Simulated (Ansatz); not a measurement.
Ge2Mo in space group Pnma (No. 62; Ge on 4c, Mo on 4c, Ge on 4c) at seven volumes, plane-wave PAW PBEsol (Ansatz code), shape and atoms relaxed at each. One row is withheld.

```json
[
 {"V (Å³/atom)": "14.074", "P (GPa)": "20.48"},
 {"V (Å³/atom)": "14.538", "P (GPa)": "12.48"},
 {"V (Å³/atom)": "15.002", "P (GPa)": "5.71"},
 {"V (Å³/atom)": "15.466", "P (GPa)": "0.00"},
 {"V (Å³/atom)": "15.930", "P (GPa)": "-4.83"},
 {"V (Å³/atom)": "16.394", "P (GPa)": "?"},
 {"V (Å³/atom)": "16.858", "P (GPa)": "-12.32"}
]
```

Fit the shown pressures and predict the withheld one.

P = (3/2)B₀(x^(7/2) − x^(5/2))[1 + (3/4)(B′ − 4)(x − 1)] with x = (V₀/V)^(2/3). Least squares on the six rows gives V₀ = 15.466 Å³/atom, B₀ = 175 GPa, B′ = 4.63. At V = 16.394, x = 0.9619 and P = -8.91 GPa. The run itself gave -8.90 GPa.

The workflow started from an entry of the Crystallography Open Database (COD). Whether it is the stable phase at ambient conditions was not checked. Symmetry was held in the PBEsol relaxation; whether a distortion lowers the energy is not shown. The run is not spin-polarised.

Potentials: the later of the program's two PAW sets.
